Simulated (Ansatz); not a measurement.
## CrCu$_{2}$SnSe$_{4}$: relaxation (Ansatz)

The input file (Ansatz 0.2.0, plane waves):

```yaml
crystal:
  lattice:
    - [0.0, 5.702223, 0.0]
    - [5.702223, 0.0, 0.0]
    - [2.851112, 2.851112, -5.69186]
  atoms:
    - { symbol: Cr, position: [0.0, 0.0, 0.0] }
    - { symbol: Se, position: [0.3702, 0.3702, 0.7384] }
    - { symbol: Se, position: [0.6298, 0.1086, 0.2616] }
    - { symbol: Se, position: [0.8914, 0.8914, 0.7384] }
    - { symbol: Se, position: [0.1086, 0.6298, 0.2616] }
    - { symbol: Sn, position: [0.5, 0.5, 0.0] }
    - { symbol: Cu, position: [0.75, 0.25, 0.5] }
    - { symbol: Cu, position: [0.25, 0.75, 0.5] }
kpoints:
  mp_grid: { grid: [4, 4, 4], shift: [0, 0, 0] }
magnetization:
  spin_polarized: true
scf:
  occupations: { method: fermi_dirac, width: 0.001 }
hamiltonian:
  pseudopotentials: { kind: paw }
  xc: pbe
  hubbard:
    projectors: all-electron-ortho-atomic
    sites:
      - { species: Cr, l: d, u_eff: 4.24 }
      - { species: Cu, l: d, u_eff: 6.97 }
    double_counting: amf
basis:
  ecutwfc: "29.4 Ry"
output:
  forces: true
  stress: true
  eigenvalues: true
relax:
  max_steps: 40
  cell: {}
```

Launch command:

```bash
ansatz run input.yaml --threads 1 --pin off --max-ram 2560MiB --backend cpu --events-out ev --progress --plain --runs-dir out
```

Origin of the cell: a known structure type with other elements, at an estimated volume, so it need not be a known compound.

Output (shortened):

```
Warning: basis.ecutwfc = 400.007378 eV is below the records' recommended 420 eV, and the density's cutoff is lower with it unless basis.ecutrho_ratio is high enough to keep the records' densi […]
Cr: projections on atomic orbitals take those of the free atom [Ne] 3s2 3p6 3d5 4s1, of charge +0.00 (hamiltonian.pseudopotentials.projection_atoms); the dataset's partial waves leave at most […]
Se: projections on atomic orbitals take those of the free atom [Ar] 3d10 4s2 4p4, of charge +0.00 (hamiltonian.pseudopotentials.projection_atoms); the dataset's partial waves leave at most 2. […]
Sn: projections on atomic orbitals take those of the free atom [Kr] 4d10 5s2 5p2, of charge +0.00 (hamiltonian.pseudopotentials.projection_atoms); the dataset's partial waves leave at most 5. […]
Cu: projections on atomic orbitals take those of the free atom [Ne] 3s2 3p6 3d10 4s1, of charge +0.00 (hamiltonian.pseudopotentials.projection_atoms); the dataset's partial waves leave at mos […]
Pseudopotentials: kind: paw
Pseudopotential: Cr, paw, valence charge 14, recommended cutoff 420 eV (normal), Cr.paw.azcp
Pseudopotential: Se, paw, valence charge 16, recommended cutoff 420 eV (normal), Se.paw.azcp
Pseudopotential: Sn, paw, valence charge 14, recommended cutoff 420 eV (normal), Sn.paw.azcp
Pseudopotential: Cu, paw, valence charge 19, recommended cutoff 420 eV (normal), Cu.paw.azcp
Functional definition: PBE
  exchange = pbe_x(kappa = kappa, mu = beta*pi^2/3)
[… 15 lines left out …]
Initial density: superposition of atomic densities (chi_scale 0.1, normalization cell, long waves kept (reshape's long-wave potential 0.01 eV rms))
Functional: x = pbe(κ = 0.804, μ = 0.219515), c = pbe(β = 0.066725)
SCF iter   1: F=—  HF=-44531.100852 eV  Δρ=4.21e-2  dr2=2.19e1  dr2_m=0.00e0  M=0.000 μB ∫|m|=0.000 μB  defer=2
SCF iter   2: F=—  HF=-44531.621075 eV  Δρ=5.83e-2  dr2=3.54e1  dr2_m=0.00e0  M=0.000 μB ∫|m|=0.000 μB  defer=90
SCF iter   3: F=—  HF=-44529.621819 eV  Δρ=1.97e-2  dr2=2.43e0  dr2_m=0.00e0  M=0.000 μB ∫|m|=0.000 μB  defer=92
SCF iter   4: F=—  HF=-44524.774582 eV  Δρ=9.85e-2  dr2=4.66e0  dr2_m=1.25e1  M=7.031 μB ∫|m|=7.087 μB  defer=97
SCF iter   5: F=—  HF=-44530.276778 eV  Δρ=3.21e-2  dr2=1.22e0  dr2_m=1.10e0  M=4.000 μB ∫|m|=4.138 μB  defer=103
SCF iter   6: F=—  HF=-44530.684531 eV  Δρ=3.04e-2  dr2=2.08e0  dr2_m=3.50e-1  M=3.750 μB ∫|m|=3.896 μB  defer=168
SCF iter   7: F=—  HF=-44531.310519 eV  Δρ=3.23e-2  dr2=5.22e0  dr2_m=2.04e-1  M=3.875 μB ∫|m|=4.115 μB  defer=162
SCF iter   8: F=—  HF=-44530.597138 eV  Δρ=9.18e-3  dr2=3.37e-1  dr2_m=2.67e-2  M=3.562 μB ∫|m|=3.846 μB  defer=163
SCF iter   9: F=—  HF=-44530.578563 eV  Δρ=4.30e-3  dr2=3.25e-2  dr2_m=7.55e-3  M=3.562 μB ∫|m|=3.885 μB  defer=163
SCF iter  10: F=—  HF=-44530.618676 eV  Δρ=4.03e-3  dr2=1.39e-2  dr2_m=1.45e-2  M=3.375 μB ∫|m|=3.733 μB  defer=155
[… 19 lines left out …]
SCF iter  30: F=—  HF=-44531.707833 eV  Δρ=6.87e-3  dr2=1.91e-1  dr2_m=7.72e-3  M=2.000 μB ∫|m|=2.060 μB  defer=149
SCF iter  31: F=—  HF=-44531.713788 eV  Δρ=6.05e-3  dr2=1.40e-1  dr2_m=3.30e-3  M=2.000 μB ∫|m|=2.071 μB  defer=146
SCF iter  32: F=—  HF=-44531.705085 eV  Δρ=3.67e-3  dr2=5.36e-2  dr2_m=1.22e-3  M=2.000 μB ∫|m|=2.071 μB  defer=150
SCF iter  33: F=—  HF=-44531.699903 eV  Δρ=1.31e-3  dr2=7.98e-3  dr2_m=1.34e-4  M=2.000 μB ∫|m|=2.071 μB  defer=150
SCF iter  34: F=—  HF=-44531.698942 eV  Δρ=3.52e-4  dr2=7.86e-4  dr2_m=9.03e-6  M=2.000 μB ∫|m|=2.072 μB  defer=150
SCF iter  35: F=—  HF=-44531.698866 eV  Δρ=4.78e-5  dr2=1.58e-5  dr2_m=4.80e-7  M=2.000 μB ∫|m|=2.072 μB  defer=150
SCF iter  36: F=—  HF=-44531.698901 eV  Δρ=2.07e-5  dr2=1.18e-6  dr2_m=2.61e-7  M=2.000 μB ∫|m|=2.072 μB  defer=150
SCF iter  37: F=—  HF=-44531.698903 eV  Δρ=7.76e-6  dr2=4.10e-7  dr2_m=1.16e-8  M=2.000 μB ∫|m|=2.072 μB  defer=150
SCF iter  38: F=-44531.698903 eV  HF=-44531.698903 eV  Δρ=2.71e-6  dr2=5.29e-8  dr2_m=2.68e-10  M=2.000 μB ∫|m|=2.072 μB
SCF iter  39: F=-44531.698903 eV  HF=-44531.698903 eV  Δρ=8.46e-7  dr2=4.88e-9  dr2_m=5.92e-11  M=2.000 μB ∫|m|=2.072 μB
relax step   1: F+E_penalty+E_count = -44531.698903 eV  Δ(F+E_penalty+E_count) = +0.000e0 eV  max|allowed force component| = 7.650e-1 eV/Å  Δτ_max = 0.0000 Å  P = +2.753 GPa  Ω = 185.073 Å³ […]
relax step   2: F+E_penalty+E_count = -44531.848130 eV  Δ(F+E_penalty+E_count) = -1.492e-1 eV  max|allowed force component| = 1.288e-1 eV/Å  Δτ_max = 0.0835 Å  P = -0.490 GPa  Ω = 193.374 Å³ […]
relax step   3: F+E_penalty+E_count = -44531.859129 eV  Δ(F+E_penalty+E_count) = -1.100e-2 eV  max|allowed force component| = 5.093e-2 eV/Å  Δτ_max = 0.0174 Å  P = -0.088 GPa  Ω = 192.073 Å³ […]
relax step   4: F+E_penalty+E_count = -44531.860889 eV  Δ(F+E_penalty+E_count) = -1.759e-3 eV  max|allowed force component| = 6.405e-3 eV/Å  Δτ_max = 0.0128 Å  P = +0.049 GPa  Ω = 191.771 Å³ […]
relax step   5: F+E_penalty+E_count = -44531.860902 eV  Δ(F+E_penalty+E_count) = -1.316e-5 eV  max|allowed force component| = 2.162e-3 eV/Å  Δτ_max = 0.0017 Å  P = -0.000 GPa  Ω = 191.907 Å³ […]
relax step   6: F+E_penalty+E_count = -44531.863203 eV  Δ(F+E_penalty+E_count) = -2.301e-3 eV  max|allowed force component| = 2.204e-3 eV/Å  Δτ_max = 0.0000 Å  P = +0.016 GPa  Ω = 191.907 Å³  stress off target by 3.35e-2 GPa […]
SCF 7 converged in 10 iterations: F = -44531.863203 eV  dr2 = 2.36e-11
basis re-selected at this cell: Δ(F+E_penalty+E_count) = -2.301e-3 eV, ΔP = +0.016 GPa vs the last step (what re-selecting the basis moved, of the pressure what is left beyond the Pulay corre […]
SCF converged after 10 iterations
Magnetization: 2.0000 μB (66.0000 up, 64.0000 down)
Absolute magnetization: 2.0365 μB (∫|ρ↑−ρ↓|, with the PAW one-centre terms)
Spin contamination: 0.0364 ħ² per cell (⟨S²⟩ above its minimum at these occupations)
Per-site moments (μB) at R_I (Å): [(1.489442, 1.033723), (0.021560, 0.999877), (0.021560, 0.999877), (0.021560, 0.999877), (0.021560, 0.999877), (0.012470, 1.093797), (0.032082, 0.999877), (0.032082, 0.999877)]
Free energy (F): -44531.863203 eV
Harris-Foulkes:  -44531.863203 eV  (|F-HF|=0.00e0)
Internal energy: -44531.863203 eV  (E = F + TS)
E sigma→0 (E₀):  -44531.863203 eV
Fermi energy:    8.525381 eV
--- Per-component energies (eV) ---
  E_band       = -2954.017452
  E_kinetic    = 1599.281552
  E_local      = -24565.242220  (includes V_loc(G=0)·N_el)
  E_nonlocal   = -1534.077784
  E_hartree    = 11548.067077
  E_xc         = -1111.556479
  E_vxc        = -889.228337  (∫ρ·V_xc dr)
  E_hubbard    = -2.906209  (on-site DFT+U / exact-exchange correction)
  E_vhub       = -5.812418  (the Hubbard potential's part of the band-sum identity)
  E_paw        = -16321.314083  (= ΣΔE_a)
  E_vpaw       = -655.072133  (= ΣTr[D̂ρ^β])
  E_aug_tail   = 0.000134  (compensation charges beyond the density's cutoff)
  E_ewald      = -14144.115191
  E_smearing   = -0.000000  (= −TS)
  Σ components = -44531.863203   (vs F -44531.863203, Δ=0.00e0)
DFT+U double counting: amf (around mean field; hamiltonian.hubbard.double_counting)
--- Forces (eV/Å), atoms counted from 1 ---
  atom   1  Cr     0.000000    -0.000000     0.000000
  atom   2  Se     0.001171     0.001171    -0.002204
  atom   3  Se     0.001171    -0.001171     0.002204
  atom   4  Se    -0.001171    -0.001171    -0.002204
  atom   5  Se    -0.001171     0.001171     0.002204
  atom   6  Sn     0.000000    -0.000000     0.000000
  atom   7  Cu    -0.000000     0.000000     0.000000
  atom   8  Cu     0.000000    -0.000000    -0.000000
  max |Σ_I F_I| component: 9.76e-18 eV/Å
--- Stress (GPa, compression-positive) ---
        0.007305      -0.000000      -0.000000
       -0.000000       0.007305      -0.000000
       -0.000000      -0.000000       0.033530
  P = ⅓ Tr σ = 0.0160 GPa (0.160 kbar)
Occupation matrices written to <dir>
--- Relaxed structure (5 steps of the walk, 5 accepted, 1 SCFs on fresh bases) ---
  F+E_penalty+E_count = -44531.863203 eV   max|allowed force component| = 2.204e-3 eV/Å   (the final SCF, on the basis selected at the relaxed cell)
  cell:  # Å, volume = 191.9070 Å³
    - [-5.530e-15, 5.734444, 2.518e-7]
    - [5.734444, -5.530e-15, 2.518e-7]
    - [2.867222, 2.867222, -5.835906]
  atoms:
    - { symbol: Cr, position: [0.0, 2.314e-19, -3.012e-19], spin: 1.44 }
    - { symbol: Se, position: [0.375031, 0.375031, 0.727096], spin: 0.02 }
    - { symbol: Se, position: [0.624969, 0.102127, 0.272904], spin: 0.02 }
    - { symbol: Se, position: [0.897873, 0.897873, 0.727096], spin: 0.02 }
    - { symbol: Se, position: [0.102127, 0.624969, 0.272904], spin: 0.02 }
    - { symbol: Sn, position: [0.5, 0.5, -3.011e-19], spin: 0.01 }
    - { symbol: Cu, position: [0.75, 0.250000, 0.5], spin: 0.04 }
    - { symbol: Cu, position: [0.250000, 0.75, 0.5], spin: 0.04 }
```

Caveats: one start, so the magnetic state may not be the lowest; spin is on but no moment was typed; the cutoff lies below the datasets' advice; the relaxation held the start's symmetry, so the end may be a saddle point.

The run took 6.1 min on 1 thread of Arm Neoverse V1 (shared host), peak memory 0.75 GiB, from the program's own first density.
